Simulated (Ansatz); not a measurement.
Consider the following.

BiB:
```cif
data_BBi
_chemical_formula_sum 'Bi1 B1'
_space_group_name_H-M_alt 'P 1'
_space_group_IT_number 1
_cell_length_a 3.82571
_cell_length_b 3.82571
_cell_length_c 3.82571
_cell_angle_alpha 60.000
_cell_angle_beta 60.000
_cell_angle_gamma 60.000
loop_
_space_group_symop_operation_xyz
  'x, y, z'
loop_
_atom_site_label
_atom_site_type_symbol
_atom_site_fract_x
_atom_site_fract_y
_atom_site_fract_z
_atom_site_occupancy
Bi1 Bi 0.75000 0.75000 0.75000 1
B1 B 0.00000 0.00000 0.00000 1
```

This is the LDA-relaxed structure.

**Question.** All from DFT-LDA in the program Ansatz with PAW potentials, unless another level is named. Give the valence-band maximum.

**Answer.** at Γ.

**Question.** Give the weight of the conduction-edge state by species (Voronoi cells).

**Answer.** B 62 %, Bi 38 %.

**Question.** Predict the conduction-band minimum.

**Answer.** at L (4 equivalent valleys).

**Question.** Predict the weight of the valence-edge state by species (Voronoi cells).

**Answer.** B 70 %, Bi 30 %.

Space group F-43m (zinc blende). A made-up cell: these elements were put on the sites of a structure type; neither database checked (COD, Materials Project) lists it. Whether it is the stable phase at ambient conditions was not checked. The LDA relaxation kept the symmetry of its start; of distortions, only those at the zone centre were tested. Spin–orbit coupling is left out wherever it is not named.

Potentials: the later of the program's two PAW sets.
